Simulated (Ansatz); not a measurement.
RbHO:
```cif
data_H2O2Rb2
_chemical_formula_sum 'Rb2 H2 O2'
_space_group_name_H-M_alt 'P21/m'
_space_group_IT_number 11
_space_group_name_Hall '-P 2yb'
_cell_length_a 4.14679
_cell_length_b 4.11889
_cell_length_c 5.95812
_cell_angle_alpha 90.000
_cell_angle_beta 104.423
_cell_angle_gamma 90.000
loop_
_atom_site_label
_atom_site_type_symbol
_atom_site_symmetry_multiplicity
_atom_site_Wyckoff_symbol
_atom_site_fract_x
_atom_site_fract_y
_atom_site_fract_z
_atom_site_occupancy
Rb1 Rb 2 e 0.17431 0.25000 0.28988 1
H1 H 2 e 0.52515 0.75000 0.07806 1
O1 O 2 e 0.32552 0.25000 0.76724 1
```

Relaxed with PBEsol.

Q: Tabulate the valence density and the electron localisation function along the shortest Rb–O contact (2.76 Å), DFT-PBEsol in the program Ansatz with PAW potentials.

A: 

| distance from Rb (Å) | density (e/Å³) | ELF |
|---|---|---|
| 0.28 | 1.67 | 0.21 |
| 0.41 | 2.08 | 0.55 |
| 0.55 | 2.06 | 0.78 |
| 0.69 | 1.67 | 0.85 |
| 0.83 | 1.14 | 0.86 |
| 0.96 | 0.69 | 0.81 |
| 1.10 | 0.38 | 0.59 |
| 1.24 | 0.22 | 0.23 |
| 1.38 | 0.15 | 0.06 |
| 1.52 | 0.14 | 0.06 |
| 1.65 | 0.19 | 0.19 |
| 1.79 | 0.32 | 0.50 |
| 1.93 | 0.60 | 0.72 |
| 2.07 | 1.16 | 0.81 |
| 2.20 | 2.30 | 0.82 |
| 2.34 | 4.07 | 0.77 |
| 2.48 | 5.94 | 0.61 |

The density is the valence pseudo-density with augmentation charge, so density and ELF within about 1 Å of a nucleus are not all-electron values.

Space group P2_1/m. The first step of the workflow began from a Materials Project structure, measured or hypothetical; the Crystallography Open Database copy checked does not list it. Its standing as an ambient phase is unchecked. The cell was relaxed with PBEsol under the symmetry of its start; its stability against distortions is not shown here.

Potentials: the later of the program's two PAW sets.
